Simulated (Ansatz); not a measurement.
TiTeS in space group P3m1 (No. 156; Ti on 1b, Te on 1a, S on 1c) under volume change, DFT-LDA in the program Ansatz with PAW potentials, shape and atoms relaxed at each volume.

```
V (Å³/atom)  E − E(relaxed) (meV/atom)     P (GPa)
-----------  -------------------------  ----------
19.326                            25.9        4.98
19.963                      (withheld)  (withheld)
20.600                             2.3        1.25
21.237                             0.0        0.00
21.874                             1.8       -0.87
22.512                             6.5       -1.43
23.149                      (withheld)  (withheld)
```

Question: Some entries are withheld; supply them.

Answer: 
- 19.963, E − E(relaxed) (meV/atom): 10.4
- 19.963, P (GPa): 2.89
- 23.149, E − E(relaxed) (meV/atom): 12.8
- 23.149, P (GPa): -1.72

Question: What does a third-order Birch–Murnaghan fit give for V₀, B₀ and B′?

Answer: V₀ = 21.25 Å³/atom, B₀ = 33.3 GPa, B′ = 10.4.

The workflow started from a Materials Project entry (that database holds measured and hypothetical structures alike); the Crystallography Open Database copy checked does not list it. Whether it is the stable phase at ambient conditions was not checked. The cell was relaxed with LDA under the symmetry of its start; whether a distortion lowers the energy is not shown. No spin polarisation was allowed. A crystal of weakly bound layers computed without a dispersion correction: the cell and the soft elastic constants depend strongly on that. Spin–orbit coupling is left out wherever it is not named.

Potentials: the later of the program's two PAW sets.
